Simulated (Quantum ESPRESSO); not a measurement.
## Calculated data, HfTiRe₂Ru₄ (simulated cell), InGa₂Ag₃SnRu (simulated cell)

All values are calculated (Quantum ESPRESSO 7.5). Calculation on a made-up metal alloy cell, not a measurement, the moved input of one more run bracketed by cubic fits through the family: no spin or spin-orbit, unrelaxed, 2900 K smearing, stress positive in tension, cell energy less fitted offsets, shear as tensor component; periodic Kohn-Sham density functional theory in plane waves with PseudoDojo standard norm-conserving scalar-relativistic pseudopotentials, each functional with its own files (v0.5 for PBE, v0.4.1 for LDA and PBEsol), eight atoms on drawn sites of a strained close-packed or body-centred lattice, each displaced and held fixed; the energy is the cell's free energy, ions and the entropy term -TS included, at the stated Fermi-Dirac width, less a fixed offset for each atom's element (shifted free energy); compositions with an open d shell lost a parallel starting moment in a cheaper test run, and other magnetic orders were not tried; an error bar is the largest change of its kind in a tighter rerun, never given below 0.002 eV, 0.02 GPa or 0.003 eV/angstrom, and covers cutoff and k-mesh only, not smearing or the files.

Settings shared by all entries: lattice type face-centred cubic; functional pbe; cutoff 1143 eV; fermi dirac smearing 0.25 eV; electrons removed 0; structure shown the family member at the moved input stated for this cell, not the run whose values are marked computed.

Notes on all entries: a spin test at this wide smearing found no moment, but such smearing suppresses magnetism that the real alloy may have; lattice, volume and sites are drawn at random and may be unstable or far from any real phase; the found moved input is the value that run used, and the interval is from the fits; across the family the energy follows the integrated force or stress to 0.0001 eV.

(1) 
```xyz
8
Lattice="0.0011 -1.9901 -2.0047 -0.0584 3.9044 -3.9338 8.1115 -0.0606 0.0562" Properties=species:S:1:pos:R:3 formula=HfTiRe2Ru4 moved_input=shift_of_site_3_along_y moved_input_in_this_cell=0.0028 computed_force_y_on_site_3=0.549 computed_force_z_on_site_1=0.237 computed_force_y_on_site_1=-0.053 computed_force_z_on_site_3=-0.379 k_mesh=8_x_4_x_3_shifted_half_a_step_off_Gamma_on_each_axis found_moved_input=-0.0578 interval_low=-0.06185 interval_high=-0.05393
Hf    -0.0340    -0.0314     0.0056
Re     4.0886    -0.0227     0.0433
Ru    -0.0257     1.9663    -1.9215
Ti     4.0345     1.9241    -1.9571
Ru     1.9857    -0.0205    -1.9585
Ru     6.1468    -0.0375    -1.9185
Ru     2.0127     1.8570    -3.9245
Re     6.0329     1.8520    -3.8464
```

Units: moved_input_in_this_cell, found_moved_input, interval_low, interval_high in Å; computed_force_y_on_site_3, computed_force_z_on_site_1, computed_force_y_on_site_1, computed_force_z_on_site_3 in eV/Å.

Atoms:
| atoms element | atom site | atom energy offset (eV) |
| --- | --- | --- |
| Hf | 1 | -1535.13 |
| Re | 2 | -2361.34 |
| Ru | 3 | -2750.51 |
| Ti | 4 | -1615.4 |
| Ru | 5 | -2750.51 |
| Ru | 6 | -2750.51 |
| Ru | 7 | -2750.51 |
| Re | 8 | -2361.34 |

Family:
| moved input (Å) | force y on site 3 (eV/Å) | force z on site 1 (eV/Å) | force y on site 1 (eV/Å) | force z on site 3 (eV/Å) |
| --- | --- | --- | --- | --- |
| -0.1167 | 0.934 | 0.481 | -0.217 | -0.531 |
| 0.0028 | 0.162 | -0.01 | 0.112 | -0.228 |
| 0.0136 | 0.095 | -0.053 | 0.141 | -0.201 |
| 0.0324 | -0.023 | -0.129 | 0.191 | -0.155 |
| 0.066 | -0.231 | -0.265 | 0.279 | -0.071 |
| 0.1095 | -0.499 | -0.442 | 0.392 | 0.041 |

Notes: heavy elements are run without spin-orbit coupling, which real alloys of them have; error bars: force 0.0087 eV/Å, from a tighter rerun of this or a related cell.

(2) 
```xyz
8
Lattice="2.0668 4.2024 2.1458 2.2038 -4.2561 2.1162 4.1853 -0.0833 -4.1768" Properties=species:S:1:pos:R:3 formula=InGa2Ag3SnRu moved_input=shift_of_site_7_along_y moved_input_in_this_cell=0.0577 computed_force_y_on_site_7=-0.156 computed_force_x_on_site_7=0.106 computed_force_y_on_site_3=0.359 computed_force_x_on_site_3=1.041 k_mesh=5_x_5_x_4_shifted_half_a_step_off_Gamma_on_each_axis found_moved_input=-0.0028 interval_low=-0.019 interval_high=0.01322
In     0.0906     0.0094    -0.0368
Ag     2.0361     0.0236    -2.1174
Sn     2.0777    -2.1914     0.0068
Ag     4.3331    -2.2274    -2.1158
Ru     2.1755     2.0815     0.1374
Ga     4.0444     2.0540    -2.0631
Ga     2.0661     0.0961     2.1274
Ag     4.2829    -0.0160    -0.0163
```

Units: moved_input_in_this_cell, found_moved_input, interval_low, interval_high in Å; computed_force_y_on_site_7, computed_force_x_on_site_7, computed_force_y_on_site_3, computed_force_x_on_site_3 in eV/Å.

Atoms:
| atoms element | atom site | atom energy offset (eV) |
| --- | --- | --- |
| In | 1 | -1808.02 |
| Ag | 2 | -4218.03 |
| Sn | 3 | -2144.16 |
| Ag | 4 | -4218.03 |
| Ru | 5 | -2750.51 |
| Ga | 6 | -2081.03 |
| Ga | 7 | -2081.03 |
| Ag | 8 | -4218.03 |

Family:
| moved input (Å) | force y on site 7 (eV/Å) | force x on site 7 (eV/Å) | force y on site 3 (eV/Å) | force x on site 3 (eV/Å) |
| --- | --- | --- | --- | --- |
| -0.15 | 0.232 | 0.37 | 0.147 | 0.863 |
| -0.1282 | 0.175 | 0.331 | 0.178 | 0.885 |
| -0.0852 | 0.062 | 0.255 | 0.239 | 0.934 |
| 0.0577 | -0.321 | -0.01 | 0.45 | 1.134 |
| 0.1088 | -0.465 | -0.113 | 0.529 | 1.223 |
| 0.1484 | -0.581 | -0.196 | 0.592 | 1.3 |

Notes: the tin pseudopotential is less sure than most, with forces differing by about three percent from a second method on plain tin; error bars: force 0.014 eV/Å, from a tighter rerun of this or a related cell.
